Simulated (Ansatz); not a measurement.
Input:

HfGe in space group P-6m2 (No. 187; Hf on 1a, Ge on 1f), a = b = 3.1139 Å, c = 4.4058 Å, α = β = 90.00°, γ = 120.00°.

This is the PBEsol-relaxed structure.

All from DFT-PBEsol in the program Ansatz with PAW potentials, unless another level is named. Give the electronic character.

metallic (no gap).

And the density of states at the Fermi level?

0.74 states/eV per atom (mean over ±0.08 eV).

And the formation energy from the elements (no fitted shifts)?

-0.45 eV/atom.

The cell is a constructed one: a structure type filled with these elements; neither database checked (COD, Materials Project) lists it. Its standing as an ambient phase is unchecked. The cell was relaxed with PBEsol under the symmetry of its start; of distortions, only those at the zone centre were tested. No spin polarisation was allowed. The references are the lowest solids computed at this level, not always the standard phases. Spin–orbit coupling is left out wherever it is not named.

Potentials: the later of the program's two PAW sets.
